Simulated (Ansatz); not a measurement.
Optical constants of GaSbAs₂

All numbers below come from DFT PBE, scalar-relativistic, plane waves, PAW (Ansatz 0.2.0). Settings: 420 eV plane-wave cutoff, Γ-centred 10×10×6 mesh, Fermi-Dirac smearing of 0.15 eV. No spin polarisation.

The cell, relaxed at this level:
```
CELL_PARAMETERS angstrom
4.18860 0.00000 0.00000
0.00000 4.18860 0.00000
0.00000 0.00000 6.60050
ATOMIC_POSITIONS crystal
Ga 0.50000 0.50000 0.00000
Sb 0.00000 0.00000 0.50000
As 0.50000 0.00000 0.78639
As 0.00000 0.50000 0.21361
```

The cell was built by swapping an element in a database structure (itself possibly hypothetical) and relaxing; it need not be the stable form of this composition. In a metal these results depend on the k mesh and the smearing. Spin–orbit coupling is left out, which matters for heavy elements.

Independent-particle response (no local fields, no excitons) on a 16×16×10 mesh, broadened by 0.1 eV; the Drude term is undamped and its weight carries the smearing above, which sets much of it in a semimetal. The run couldn't bound its error over part or most of this range, so small peaks and near ties are unsure. Light polarised along x. ε₁ lacks the small share of bands above those solved.

Question: Tabulate n, κ, the reflectivity and the absorption coefficient against photon energy.

Answer:
```tsv
E (eV)	n	κ	R	α (10⁵ cm⁻¹)
0.1	0.11	29.92	1.00	3.03
0.6	3.50	3.64	0.58	2.22
1.1	2.17	3.54	0.62	3.95
1.6	2.70	1.73	0.35	2.81
2.1	2.92	1.43	0.33	3.04
2.6	3.32	1.56	0.37	4.10
3.1	3.53	2.19	0.44	6.87
3.6	3.10	2.34	0.44	8.55
4.1	2.64	2.87	0.51	11.94
4.6	1.82	3.18	0.60	14.84
5.1	1.29	2.65	0.58	13.70
5.6	1.01	2.33	0.57	13.22
6.1	0.97	1.85	0.47	11.45
6.6	1.28	1.89	0.42	12.61
7.1	0.93	1.98	0.51	14.23
7.6	0.78	1.80	0.51	13.84
8.1	0.66	1.64	0.51	13.43
8.6	0.61	1.57	0.52	13.70
9.1	0.53	1.41	0.51	13.04
```

Question: Where is the highest local maximum of ε₂ between 0.3 and 10 eV?

Answer: At 0.9 eV, where ε₂ = 30.2.

Cost: 1 run of about 6.7 core-minutes, on Oxide Virtual Turin-like Processor (Zen 5) (shared hosts).